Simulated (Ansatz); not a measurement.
Hf (hcp, Mg type)

Space group P6₃/mmc (No. 194); a = b = 3.1979 Å, c = 5.0473 Å, α = β = 90.00°, γ = 120.00°

```
atom  site  symmetry       x       y       z
----  ----  --------  ------  ------  ------
Hf      2d      -6m2  0.6667  0.3333  0.2500
```

Equation-of-state scan: isotropic scaling of the cell above, V₀ being its volume. Symmetry pins the atoms to their sites.

All values below come from r2SCAN (plane waves to 500 eV, PAW, scalar-relativistic; Ansatz, an electronic-structure program). k mesh 17×17×9 (Γ-centred), Fermi-Dirac smearing 0.05 eV. E stands for the smeared free energy. Compression counts positive. With the shape held, the modulus is that of even scaling; a crystal free to change shape is softer. Hf is run without spin polarisation. Hf was relaxed with its symmetry unable to fall. Spin-orbit coupling is left out, though Hf is heavy. The zero of ΔE is the relaxed starting cell.

| V/V₀ | ΔE (eV/atom) | P (GPa) |
|---|---|---|
| 0.840 | 0.253 | 25.6 |
| 0.880 | 0.133 | 17.4 |
| 0.920 | 0.056 | 10.6 |
| 0.960 | 0.013 | 4.8 |
| 1.000 | 0.000 | 0.0 |
| 1.040 | 0.012 | -4.1 |
| 1.080 | 0.044 | -7.5 |
| 1.120 | 0.094 | -10.4 |
| 1.160 | 0.159 | -12.8 |

Derived quantities:

```
Item                                                                          Result
---------------------------------------------------------------------  -------------
Pressure at the smallest volume                                             25.6 GPa
Energy cost of the largest compression                                  253 meV/atom
Energy cost of the largest expansion                                    159 meV/atom
Bulk modulus at fixed cell shape B₀ (third-order Birch-Murnaghan fit)        111 GPa
Pressure derivative B₀′ (fit)                                                    3.3
Equilibrium volume of the fit                                          22.35 Å³/atom
Pressure for 5 % compression (fit)                                           6.2 GPa
```

The 9 points together took very roughly 4 core-minutes.

(A scan under strain: stresses follow from slopes of the energy per volume, elastic moduli from its curvatures.)
